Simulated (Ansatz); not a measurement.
Input for Ansatz (plane-wave DFT, PAW):

```yaml
crystal:
  lattice:
    - [7.0392074753, 0.0, 0.0]
    - [0.0, 7.0392074753, 0.0]
    - [0.0, 0.0, 6.56066654]
  atoms:
    - { symbol: Si, position: [0.2689559765, 0.0, 0.1192296571] }
    - { symbol: Si, position: [0.0, 0.7310440235, 0.8807703429] }
    - { symbol: Si, position: [0.0, 0.2689559765, 0.8807703429] }
    - { symbol: Si, position: [0.7310440235, 0.0, 0.1192296571] }
    - { symbol: Si, position: [0.0, 0.0, 0.5] }
    - { symbol: O, position: [0.1891045497, 0.0, 0.3540745295] }
    - { symbol: O, position: [0.0, 0.8108954503, 0.6459254705] }
    - { symbol: O, position: [0.0, 0.1891045497, 0.6459254705] }
    - { symbol: O, position: [0.8108954503, 0.0, 0.3540745295] }
    - { symbol: O, position: [0.1895050563, 0.1895050563, 0.0] }
    - { symbol: O, position: [0.1895050563, 0.8104949437, 0.0] }
    - { symbol: O, position: [0.8104949437, 0.1895050563, 0.0] }
    - { symbol: O, position: [0.8104949437, 0.8104949437, 0.0] }
    - { symbol: O, position: [0.5, 0.0, 0.1212878353] }
    - { symbol: O, position: [0.0, 0.5, 0.8787121647] }
basis:
  ecutwfc: 500
kpoints:
  mp_grid: { grid: [4, 4, 4] }
hamiltonian:
  xc: r2scan
scf:
  occupations: { method: gaussian, width: 0.02 }
output:
  forces: true
  stress: true
  eigenvalues: true
relax:
  adjacent_minimum: "off"
  f_tol: 0.01
  max_steps: 30
  cell: { stress_tol: 0.1, fix: [volume] }
```

Run as
```bash
ansatz run input.yaml --threads 4 --pin off --max-ram 10240MiB --backend cpu --events-out ev --progress --plain --runs-dir out
```

All numbers below come from Ansatz, DFT r2SCAN, scalar-relativistic, plane waves, PAW.

From the run's log, abridged:

```
Pseudopotentials: kind: paw
Pseudopotential: Si, paw, valence charge 4, recommended cutoff 500 eV (meta_gga)
Pseudopotential: O, paw, valence charge 6, recommended cutoff 500 eV (meta_gga)
Functional definition: r2SCAN
Crystal: 15 atoms, lattice volume = 325.084 Å³
Basis set: ecut = 500 eV, 8235 PW (Γ), exchange–correlation on 216×216×192 points (64 copies of the dense FFT grid, shifted against one another)
Bands: 55, of which v1, the nominal top of the filled ones, is band 40 counted from 1 (39 counted from 0)
Symmetry: 8 space group operations
Space group: P-4m2 (ITA 115), of the structure as read, at distance tolerance 6.9e-5 Å
k-points: 18 of 64 (time reversal used)
Initial density: superposition of atomic densities (neutral atoms: chi_scale 0, normalization atom), corrected by the library's trained network
Initial wavefunctions: pseudopotential atomic-orbital guess
Functional: x = r2scan, c = r2scan; τ floored in thin density (d = 2e-4 eV/Å³)
SCF iter   1: F=—  HF=-8899.235325 eV  |F-HF|=—  |Δ(HF+E_count)|=         —  Δρ=5.70e-3  dr2=1.09e-1  dr2_τ=1.17e0  ethr=1.77e-3  ⟨swp⟩=7.7  Hψ=5358  notcnv=0  defer=23
SCF iter   2: F=—  HF=-8899.619109 eV  |F-HF|=—  |Δ(HF+E_count)|=   3.84e-1  Δρ=3.58e-3  dr2=2.49e-2  dr2_τ=2.68e-3  ethr=1.36e-4  ⟨swp⟩=3.8  Hψ=2156  notcnv=0  defer=142
SCF iter   3: F=—  HF=-8899.623469 eV  |F-HF|=—  |Δ(HF+E_count)|=   4.36e-3  Δρ=8.99e-4  dr2=2.13e-3  dr2_τ=4.28e-4  ethr=3.11e-5  ⟨swp⟩=4.0  Hψ=1728  notcnv=0  defer=142
SCF iter   4: F=—  HF=-8899.623660 eV  |F-HF|=—  |Δ(HF+E_count)|=   1.91e-4  Δρ=2.57e-4  dr2=1.39e-4  dr2_τ=3.01e-5  ethr=2.66e-6  ⟨swp⟩=4.0  Hψ=1819  notcnv=0  defer=142
SCF iter   5: F=—  HF=-8899.623642 eV  |F-HF|=—  |Δ(HF+E_count)|=   1.82e-5  Δρ=7.77e-5  dr2=8.52e-6  dr2_τ=1.55e-6  ethr=1.74e-7  ⟨swp⟩=2.0  Hψ=1512  notcnv=0  defer=142
SCF iter   6: F=—  HF=-8899.623933 eV  |F-HF|=—  |Δ(HF+E_count)|=   2.92e-4  Δρ=2.43e-5  dr2=1.83e-6  dr2_τ=1.09e-7  ethr=1.06e-8  ⟨swp⟩=2.0  Hψ=1555  notcnv=0  defer=142
SCF iter   7: F=-8899.623934 eV  HF=-8899.623934 eV  |F-HF|=4.80e-8  |Δ(HF+E_count)|=   3.57e-7  Δρ=3.93e-6  dr2=4.72e-8  dr2_τ=2.50e-9  ethr=1.25e-10  ⟨swp⟩=14.4  Hψ=6318  notcnv=0
SCF 1 converged in 7 iterations: F = -8899.623934 eV  dr2 = 4.72e-8
relax step   1: F+E_penalty+E_count = -8899.62393374 eV  Δ(F+E_penalty+E_count) = +0.000e0 eV  max|allowed force component| = 2.170e-1 eV/Å  Δτ_max = 0.0000 Å  P = -5.683 GPa  Ω = 325.084 Å³  fix = [volume]  reactions: volume -5.683 GPa (7 SCF iters, dr2 threshold 1.00e-7 eV, accepted)
Initial density: handed on by an earlier stage of this run
Initial wavefunctions: those handed on with the density
SCF iter   1: F=—  HF=-8899.634795 eV  |F-HF|=—  |Δ(HF+E_count)|=         —  Δρ=7.50e-4  dr2=1.52e-3  dr2_τ=1.33e-2  ethr=1.65e-6  ⟨swp⟩=3.6  Hψ=3901  notcnv=0
SCF iter   2: F=—  HF=-8899.636105 eV  |F-HF|=—  |Δ(HF+E_count)|=   1.31e-3  Δρ=3.08e-4  dr2=2.50e-4  dr2_τ=2.24e-5  ethr=1.65e-6  ⟨swp⟩=2.0  Hψ=1952  notcnv=0
SCF iter   3: F=—  HF=-8899.636039 eV  |F-HF|=—  |Δ(HF+E_count)|=   6.56e-5  Δρ=1.21e-4  dr2=2.53e-5  dr2_τ=7.67e-6  ethr=3.13e-7  ⟨swp⟩=2.1  Hψ=1524  notcnv=0
SCF iter   4: F=—  HF=-8899.636037 eV  |F-HF|=—  |Δ(HF+E_count)|=   2.24e-6  Δρ=3.20e-5  dr2=1.51e-6  dr2_τ=1.79e-7  ethr=1.88e-9  ⟨swp⟩=7.7  Hψ=5918  notcnv=0
SCF iter   5: F=-8899.636037 eV  HF=-8899.636038 eV  |F-HF|=8.50e-8  |Δ(HF+E_count)|=   7.99e-7  Δρ=1.08e-5  dr2=2.70e-7  dr2_τ=3.88e-8  ethr=1.88e-9  ⟨swp⟩=5.1  Hψ=3808  notcnv=0
SCF 2 converged in 5 iterations: F = -8899.636037 eV  dr2 = 2.70e-7
relax step   2: F+E_penalty+E_count = -8899.63603746 eV  Δ(F+E_penalty+E_count) = -1.210e-2 eV  max|allowed force component| = 1.513e-1 eV/Å  Δτ_max = 0.0061 Å  P = -5.442 GPa  Ω = 325.084 Å³  energy of the carried Pulay correction = +2.499e-17 eV  fix = [volume]  reactions: volume -5.442 GPa (5 SCF iters, dr2 threshold 1.50e-6 eV, accepted)
Basis set: ecut = 500 eV, 8219 PW (Γ), exchange–correlation on 216×216×192 points (64 copies of the dense FFT grid, shifted against one another)
SCF iter   1: F=—  HF=-8899.639401 eV  |F-HF|=—  |Δ(HF+E_count)|=         —  Δρ=1.54e-3  dr2=7.23e-3  dr2_τ=6.35e-2  ethr=7.78e-6  ⟨swp⟩=3.8  Hψ=4182  notcnv=0
SCF iter   2: F=—  HF=-8899.646500 eV  |F-HF|=—  |Δ(HF+E_count)|=   7.10e-3  Δρ=6.51e-4  dr2=1.19e-3  dr2_τ=1.01e-4  ethr=7.78e-6  ⟨swp⟩=3.0  Hψ=2125  notcnv=0
SCF iter   3: F=—  HF=-8899.646455 eV  |F-HF|=—  |Δ(HF+E_count)|=   4.55e-5  Δρ=2.47e-4  dr2=1.08e-4  dr2_τ=3.48e-5  ethr=1.48e-6  ⟨swp⟩=2.1  Hψ=1560  notcnv=0
SCF iter   4: F=—  HF=-8899.646441 eV  |F-HF|=—  |Δ(HF+E_count)|=   1.38e-5  Δρ=6.78e-5  dr2=5.66e-6  dr2_τ=7.93e-7  ethr=1.35e-7  ⟨swp⟩=2.0  Hψ=1482  notcnv=0
SCF iter   5: F=-8899.646444 eV  HF=-8899.646444 eV  |F-HF|=2.43e-7  |Δ(HF+E_count)|=   3.10e-6  Δρ=2.15e-5  dr2=9.41e-7  dr2_τ=1.57e-7  ethr=1.79e-9  ⟨swp⟩=9.9  Hψ=5513  notcnv=0
SCF 3 converged in 5 iterations: F = -8899.646444 eV  dr2 = 9.41e-7
relax step   3: F+E_penalty+E_count = -8899.64644375 eV  Δ(F+E_penalty+E_count) = -1.041e-2 eV  max|allowed force component| = 1.426e-2 eV/Å  Δτ_max = 0.0141 Å  P = -4.925 GPa  Ω = 325.084 Å³  energy of the carried Pulay correction = -3.748e-17 eV  fix = [volume]  reactions: volume -4.925 GPa (5 SCF iters, dr2 threshold 1.43e-6 eV, accepted)
SCF iter   1: F=—  HF=-8899.646225 eV  |F-HF|=—  |Δ(HF+E_count)|=         —  Δρ=1.11e-4  dr2=4.66e-5  dr2_τ=2.49e-4  ethr=5.22e-8  ⟨swp⟩=2.2  Hψ=3434  notcnv=0
SCF iter   2: F=—  HF=-8899.646230 eV  |F-HF|=—  |Δ(HF+E_count)|=   4.69e-6  Δρ=4.92e-5  dr2=6.76e-6  dr2_τ=5.40e-7  ethr=5.22e-8  ⟨swp⟩=2.1  Hψ=1509  notcnv=0
SCF iter   3: F=—  HF=-8899.646510 eV  |F-HF|=—  |Δ(HF+E_count)|=   2.81e-4  Δρ=1.77e-5  dr2=5.74e-7  dr2_τ=1.49e-7  ethr=8.44e-9  ⟨swp⟩=2.2  Hψ=1528  notcnv=0
SCF iter   4: F=—  HF=-8899.646510 eV  |F-HF|=—  |Δ(HF+E_count)|=  5.71e-10  Δρ=6.08e-6  dr2=5.42e-8  dr2_τ=8.48e-9  ethr=7.17e-10  ⟨swp⟩=2.0  Hψ=1520  notcnv=0
SCF iter   5: F=-8899.646510 eV  HF=-8899.646510 eV  |F-HF|=1.15e-9  |Δ(HF+E_count)|=   2.77e-8  Δρ=1.28e-6  dr2=2.88e-9  dr2_τ=6.16e-10  ethr=1.59e-11  ⟨swp⟩=8.1  Hψ=4733  notcnv=0
SCF 4 converged in 5 iterations: F = -8899.646510 eV  dr2 = 2.88e-9
relax step   4: F+E_penalty+E_count = -8899.64651032 eV  Δ(F+E_penalty+E_count) = -6.657e-5 eV  max|allowed force component| = 1.400e-2 eV/Å  Δτ_max = 0.0009 Å  P = -4.928 GPa  Ω = 325.084 Å³  energy of the carried Pulay correction = -1.249e-17 eV  fix = [volume]  reactions: volume -4.928 GPa (5 SCF iters, dr2 threshold 1.27e-8 eV, accepted)
SCF iter   1: F=—  HF=-8899.646239 eV  |F-HF|=—  |Δ(HF+E_count)|=         —  Δρ=1.01e-4  dr2=2.85e-5  dr2_τ=3.45e-4  ethr=3.16e-8  ⟨swp⟩=3.1  Hψ=3834  notcnv=0
SCF iter   2: F=—  HF=-8899.646260 eV  |F-HF|=—  |Δ(HF+E_count)|=   2.07e-5  Δρ=5.29e-5  dr2=7.04e-6  dr2_τ=3.89e-7  ethr=3.16e-8  ⟨swp⟩=2.0  Hψ=1676  notcnv=0
SCF iter   3: F=—  HF=-8899.646543 eV  |F-HF|=—  |Δ(HF+E_count)|=   2.84e-4  Δρ=2.21e-5  dr2=9.85e-7  dr2_τ=2.10e-7  ethr=8.79e-9  ⟨swp⟩=2.0  Hψ=1536  notcnv=0
SCF iter   4: F=—  HF=-8899.646543 eV  |F-HF|=—  |Δ(HF+E_count)|=   1.71e-7  Δρ=6.23e-6  dr2=4.96e-8  dr2_τ=6.60e-9  ethr=1.23e-9  ⟨swp⟩=2.0  Hψ=1577  notcnv=0
SCF iter   5: F=-8899.646543 eV  HF=-8899.646543 eV  |F-HF|=3.84e-10  |Δ(HF+E_count)|=   2.47e-8  Δρ=1.33e-6  dr2=4.57e-9  dr2_τ=7.36e-10  ethr=1.53e-11  ⟨swp⟩=8.3  Hψ=4976  notcnv=0
SCF 5 converged in 5 iterations: F = -8899.646543 eV  dr2 = 4.57e-9
relax step   5: F+E_penalty+E_count = -8899.64654325 eV  Δ(F+E_penalty+E_count) = -3.293e-5 eV  max|allowed force component| = 4.623e-4 eV/Å  Δτ_max = 0.0013 Å  P = -4.928 GPa  Ω = 325.084 Å³  energy of the carried Pulay correction = -3.748e-17 eV  fix = [volume]  reactions: volume -4.928 GPa (5 SCF iters, dr2 threshold 1.23e-8 eV, accepted)
Initial wavefunctions: pseudopotential atomic-orbital guess (no wavefunctions were taken with the density)
SCF iter   1: F=—  HF=-8899.645748 eV  |F-HF|=—  |Δ(HF+E_count)|=         —  Δρ=2.17e-5  dr2=4.51e-8  dr2_τ=1.71e-8  ethr=5.72e-7  ⟨swp⟩=4.8  Hψ=8186  notcnv=0
SCF iter   2: F=—  HF=-8899.646536 eV  |F-HF|=—  |Δ(HF+E_count)|=   7.88e-4  Δρ=1.09e-5  dr2=1.06e-8  dr2_τ=2.68e-7  ethr=5.63e-11  ⟨swp⟩=3.8  Hψ=2823  notcnv=0
SCF iter   3: F=—  HF=-8899.646567 eV  |F-HF|=—  |Δ(HF+E_count)|=   3.17e-5  Δρ=3.90e-6  dr2=2.27e-9  dr2_τ=2.98e-8  ethr=1.33e-11  ⟨swp⟩=3.4  Hψ=2446  notcnv=0
SCF iter   4: F=—  HF=-8899.646566 eV  |F-HF|=—  |Δ(HF+E_count)|=   1.36e-6  Δρ=6.44e-7  dr2=2.25e-10  dr2_τ=6.99e-10  ethr=1.00e-12  ⟨swp⟩=13.4  Hψ=6421  notcnv=0
SCF iter   5: F=-8899.646566 eV  HF=-8899.646566 eV  |F-HF|=1.64e-10  |Δ(HF+E_count)|=   2.97e-7  Δρ=5.80e-8  dr2=1.27e-11  dr2_τ=2.46e-12  ethr=1.00e-12  ⟨swp⟩=7.5  Hψ=4004  notcnv=0
SCF 6 converged in 5 iterations: F = -8899.646566 eV  dr2 = 1.27e-11
SCF converged after 5 iterations
Free energy (F): -8899.646566 eV
Harris-Foulkes:  -8899.646566 eV  (|F-HF|=1.64e-10)
Internal energy: -8899.646566 eV  (E = F + TS)
E sigma→0 (E₀):  -8899.646566 eV
Fermi energy:    1.096682 eV
--- Per-component energies (eV) ---
  E_band       = -737.738168
  E_kinetic    = 2012.321923
  E_local      = -8972.685482  (includes V_loc(G=0)·N_el)
  E_nonlocal   = 585.388273
  E_hartree    = 3633.822050
  E_xc         = -995.765861
  E_vxc        = -1319.123135  (∫ρ·V_xc dr)
  E_paw        = -4207.409800  (= ΣΔE_a)
  E_vpaw       = -395.416755  (= ΣTr[D̂ρ^β])
  E_aug_tail   = 0.010370  (compensation charges beyond the density's cutoff)
  E_vtau       = 84.122320  (kinetic-family band-sum trace: ∫τ·v_τ [+ j·A + Jᵃ·Aᵃ] dr)
  E_ewald      = -954.626464
  E_core_change = -0.701574  (= ΣΔE_core)
  E_smearing   =  0.000000  (= −TS)
--- Forces (eV/Å), atoms counted from 1 ---
  atom   1  Si    -0.00003683     0.00000000    -0.00032229
  atom   2  Si     0.00000000     0.00003683     0.00032229
  atom   3  Si     0.00000000    -0.00003683     0.00032229
  atom   4  Si     0.00003683     0.00000000    -0.00032229
  atom   5  Si     0.00000000     0.00000000     0.00000000
  atom   6  O     -0.00006800     0.00000000     0.00046716
  atom   7  O      0.00000000     0.00006800    -0.00046716
  atom   8  O      0.00000000    -0.00006800    -0.00046716
  atom   9  O      0.00006800     0.00000000     0.00046716
  atom  10  O     -0.00011233    -0.00011233     0.00000000
  atom  11  O     -0.00011233     0.00011233     0.00000000
  atom  12  O      0.00011233    -0.00011233     0.00000000
  atom  13  O      0.00011233     0.00011233     0.00000000
  atom  14  O      0.00000000     0.00000000     0.00012214
  atom  15  O      0.00000000     0.00000000    -0.00012214
--- Stress (GPa, compression-positive) ---
       -4.928244       0.000000       0.000000
        0.000000      -4.928244       0.000000
        0.000000       0.000000      -4.927153
  P = ⅓ Tr σ = -4.9279 GPa (-49.279 kbar)
--- Band table (eV; the first three rows and the last of 18) ---
  k-point 0: bands = ["-22.3233", "-21.2753", "-21.1823", "-21.1578", "-21.1578", "-20.5332", "-20.4824", "-20.2963", "-20.2963", "-20.2645", "-10.3470", "-10.3470", "-10.0309", "-9.6386", "-7.4997", "-7.4997", "-7.3882", "-7.3230", "-7.2973", "-7.2973", "-5.9615", "-5.5196", "-4.5966", "-4.5966", "-4.4349", "-4.0860", "-4.0598", "-4.0598", "-3.9647", "-3.6188", "-3.5850", "-3.5145", "-3.5145", "-3.2073", "-3.2073", "-3.0627", "-2.8223", "-2.6628", "-2.6628", "-2.0544", "4.2036", "6.8649", "7.2416", "7.5487", "7.7986", "7.8713", "7.8713", "8.1200", "8.1319", "8.2503", "8.6640", "8.6640", "8.9561", "9.1274", "9.1274"]
  k-point 1: bands = ["-22.2552", "-21.5682", "-21.1551", "-21.1551", "-20.9797", "-20.5440", "-20.4400", "-20.3001", "-20.3001", "-20.2645", "-10.4537", "-10.3289", "-10.3289", "-9.0806", "-7.4847", "-7.4817", "-7.4817", "-7.3362", "-7.3316", "-7.3316", "-6.0010", "-5.4124", "-4.6851", "-4.6851", "-4.4418", "-4.1592", "-4.1145", "-4.0568", "-4.0568", "-3.6346", "-3.4974", "-3.4974", "-3.3705", "-3.2409", "-3.2409", "-3.0353", "-2.8214", "-2.5287", "-2.5287", "-2.2438", "4.5475", "6.5414", "7.1867", "7.5728", "7.6960", "7.8166", "7.8166", "7.9494", "8.2692", "8.4417", "8.4417", "8.5205", "9.0473", "9.0473", "9.2467"]
  k-point 2: bands = ["-22.1479", "-21.7777", "-21.1524", "-21.1524", "-20.9026", "-20.5495", "-20.4000", "-20.3040", "-20.3040", "-20.2644", "-10.6693", "-10.3105", "-10.3105", "-8.6812", "-7.6283", "-7.4480", "-7.4480", "-7.3820", "-7.3820", "-7.3492", "-6.0306", "-5.2984", "-4.7646", "-4.7646", "-4.4504", "-4.2786", "-4.2044", "-4.0547", "-4.0547", "-3.6797", "-3.4801", "-3.4801", "-3.2680", "-3.2680", "-3.0375", "-3.0132", "-2.8139", "-2.5523", "-2.4086", "-2.4086", "5.2322", "5.6945", "7.4156", "7.5716", "7.6693", "7.6713", "7.6713", "7.9638", "8.4467", "8.5339", "8.5726", "8.5726", "8.7354", "8.7354", "9.3063"]
  k-point 17: bands = ["-21.8016", "-21.6572", "-21.6380", "-21.6380", "-20.4510", "-20.4510", "-20.3948", "-20.3052", "-20.3052", "-20.2740", "-11.7265", "-9.3299", "-9.0384", "-8.8745", "-8.8745", "-7.6444", "-7.5089", "-7.5089", "-7.0970", "-6.9989", "-5.8521", "-5.1159", "-4.9107", "-4.9107", "-4.4912", "-4.2615", "-4.2372", "-4.0642", "-4.0642", "-3.7668", "-3.7668", "-3.6094", "-3.5508", "-3.3055", "-3.3055", "-3.0475", "-2.4924", "-2.2737", "-2.1612", "-2.1612", "6.4624", "6.4624", "6.9566", "7.0104", "7.1061", "7.1061", "7.1257", "7.4575", "7.8200", "8.1930", "8.1930", "8.6604", "8.7326", "9.8097", "10.2156"]
--- Relaxed structure (5 steps of the walk, 5 accepted, 1 SCFs on fresh bases) ---
  F+E_penalty+E_count = -8899.64656555 eV   max|allowed force component| = 4.672e-4 eV/Å   (the final SCF, on the basis selected at the relaxed cell)
  cell:  # Å, volume = 325.0839 Å³
    - [7.03431215, 0.0, 0.0]
    - [0.0, 7.03431215, 0.0]
    - [0.0, 0.0, 6.56980112]
  atoms:
    - { symbol: Si, position: [0.26846488, 0.0, 0.11909120] }
    - { symbol: Si, position: [0.0, 0.73153511, 0.88090879] }
    - { symbol: Si, position: [0.0, 0.26846488, 0.88090879] }
    - { symbol: Si, position: [0.73153511, 0.0, 0.11909120] }
    - { symbol: Si, position: [0.0, 0.0, 0.5] }
    - { symbol: O, position: [0.18676621, 0.0, 0.35204487] }
    - { symbol: O, position: [0.0, 0.81323378, 0.64795512] }
    - { symbol: O, position: [0.0, 0.18676621, 0.64795512] }
    - { symbol: O, position: [0.81323378, 0.0, 0.35204487] }
    - { symbol: O, position: [0.18780916, 0.18780916, 0.0] }
    - { symbol: O, position: [0.18780916, 0.81219083, 0.0] }
    - { symbol: O, position: [0.81219083, 0.18780916, 0.0] }
    - { symbol: O, position: [0.81219083, 0.81219083, 0.0] }
    - { symbol: O, position: [0.5, 0.0, 0.12168147] }
    - { symbol: O, position: [0.0, 0.5, 0.87831852] }
```

The relaxation met its thresholds.

The run took 56 s on 4 threads of Oxide Virtual Turin-like Processor (Zen 5) (shared host), peak memory 1.4 GiB.